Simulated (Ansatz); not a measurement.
Input and command of a plane-wave DFT calculation in Ansatz:

```yaml
crystal:
  lattice:
    - [4.3103770949, 0.0, 0.0]
    - [0.0, 4.3103770949, 0.0]
    - [0.0, 0.0, 4.3103770949]
  atoms:
    - { symbol: Fe, position: [0.1385196233, 0.1385196233, 0.1385196233] }
    - { symbol: Fe, position: [0.3614803767, 0.8614803767, 0.6385196233] }
    - { symbol: Fe, position: [0.6385196233, 0.3614803767, 0.8614803767] }
    - { symbol: Fe, position: [0.8614803767, 0.6385196233, 0.3614803767] }
    - { symbol: Si, position: [0.841853149, 0.841853149, 0.841853149] }
    - { symbol: Si, position: [0.658146851, 0.158146851, 0.341853149] }
    - { symbol: Si, position: [0.341853149, 0.658146851, 0.158146851] }
    - { symbol: Si, position: [0.158146851, 0.341853149, 0.658146851] }
basis:
  ecutwfc: 420
kpoints:
  mp_grid: { grid: [8, 8, 8] }
hamiltonian:
  xc: pbe
scf:
  occupations: { method: gaussian, width: 0.01 }
output:
  forces: true
  stress: true
  eigenvalues: true
  write_density: true
  write_potential: true
  elf: true
  volumetric_format: npy
relax:
  adjacent_minimum: "off"
  f_tol: 0.01
  max_steps: 30
```

```bash
ansatz run input.yaml --threads 2 --pin off --max-ram 5120MiB --backend cpu --events-out ev --progress --plain --runs-dir out
```

Processor: Arm Neoverse V1, 2 threads, on a host shared with other jobs.

Q: How long does it run, and how much memory does it take?

A: About 40 s on 2 threads of Arm Neoverse V1, with other jobs on the host, peak memory 0.42 GiB. It solves 48 bands at 45 k points (the mesh reduced by the symmetry that the task leaves, which can be less than the crystal's) with about 1551 plane waves, in 24 SCF iterations over 4 ionic steps.
